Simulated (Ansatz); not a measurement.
CoSi:
```cif
data_Co4Si4
_chemical_formula_sum 'Co4 Si4'
_space_group_name_H-M_alt 'P213'
_space_group_IT_number 198
_space_group_name_Hall 'P 2ac 2ab 3'
_cell_length_a 4.38264
_cell_length_b 4.38264
_cell_length_c 4.38264
_cell_angle_alpha 90.000
_cell_angle_beta 90.000
_cell_angle_gamma 90.000
loop_
_atom_site_label
_atom_site_type_symbol
_atom_site_symmetry_multiplicity
_atom_site_Wyckoff_symbol
_atom_site_fract_x
_atom_site_fract_y
_atom_site_fract_z
_atom_site_occupancy
Co1 Co 4 a 0.14580 0.14580 0.14580 1
Si1 Si 4 a 0.84355 0.84355 0.84355 1
```

Relaxed with r²SCAN.

### Question
Which orbitals make up the states near the Fermi level in plane-wave PAW r²SCAN (Ansatz code)?

### Answer
Within 0.5 eV of the Fermi level: Co 3d 87 %, Si 3p 10 %. Projections are on Löwdin-orthogonalised atomic valence shells; empty p or d shells of many metals are not among them.

### Question
Tabulate the density of states.

### Answer
States/eV per cell of 8 atoms, in 0.25 eV bins, energy from the Fermi level.

```tsv
E (eV)	total	Co 3d	Si 3p	Si 3s
-7.85	2.02	0.36	0.85	0.60
-7.60	2.19	0.43	0.90	0.63
-7.35	1.33	0.23	0.73	0.22
-7.10	1.38	0.24	0.85	0.14
-6.85	2.02	0.42	1.23	0.19
-6.60	3.23	0.75	1.94	0.26
-6.35	2.27	0.58	1.28	0.20
-6.10	3.07	0.86	1.69	0.25
-5.85	2.50	0.70	1.41	0.16
-5.60	1.95	0.55	1.12	0.13
-5.35	4.12	1.38	2.14	0.30
-5.10	3.26	1.26	1.50	0.26
-4.85	4.18	1.81	1.84	0.28
-4.60	1.48	0.68	0.63	0.09
-4.35	5.87	2.98	2.32	0.31
-4.10	4.51	2.64	1.46	0.17
-3.85	5.26	3.28	1.55	0.16
-3.60	5.20	3.60	1.15	0.18
-3.35	8.71	6.26	1.65	0.27
-3.10	12.44	9.40	1.85	0.19
-2.85	12.56	9.66	1.90	0.17
-2.60	10.04	8.16	1.36	0.09
-2.35	7.24	5.96	0.90	0.07
-2.10	7.66	6.38	0.93	0.07
-1.85	7.77	7.11	0.43	0.03
-1.60	10.46	9.73	0.38	0.06
-1.35	11.31	10.69	0.31	0.05
-1.10	10.33	9.66	0.33	0.06
-0.85	7.77	6.92	0.46	0.09
-0.60	3.86	3.57	0.19	0.02
-0.35	8.70	7.73	0.71	0.08
-0.10	4.17	3.50	0.50	0.05
0.15	0.63	0.53	0.08	0.01
0.40	1.58	1.25	0.24	0.05
0.65	3.50	2.53	0.71	0.13
0.90	3.56	2.36	0.89	0.14
1.15	2.04	1.27	0.56	0.10
1.40	1.62	0.95	0.46	0.11
1.65	2.24	1.30	0.51	0.31
1.90	2.36	1.31	0.50	0.42
2.15	3.42	1.69	0.89	0.58
2.40	4.74	2.08	1.29	0.85
2.65	2.75	1.09	0.81	0.52
2.90	3.61	1.31	1.16	0.62
3.15	3.92	1.26	1.33	0.58
3.40	4.44	1.31	1.60	0.60
3.65	2.55	0.67	0.97	0.36
3.90	3.25	0.73	1.20	0.44
4.15	3.84	0.80	1.43	0.50
4.40	3.65	0.68	1.42	0.48
4.65	3.84	0.65	1.59	0.46
```

Space group P2_13. The r²SCAN relaxation kept the symmetry of its start. The run is not spin-polarised.

Potentials: the earlier of the program's two PAW sets.
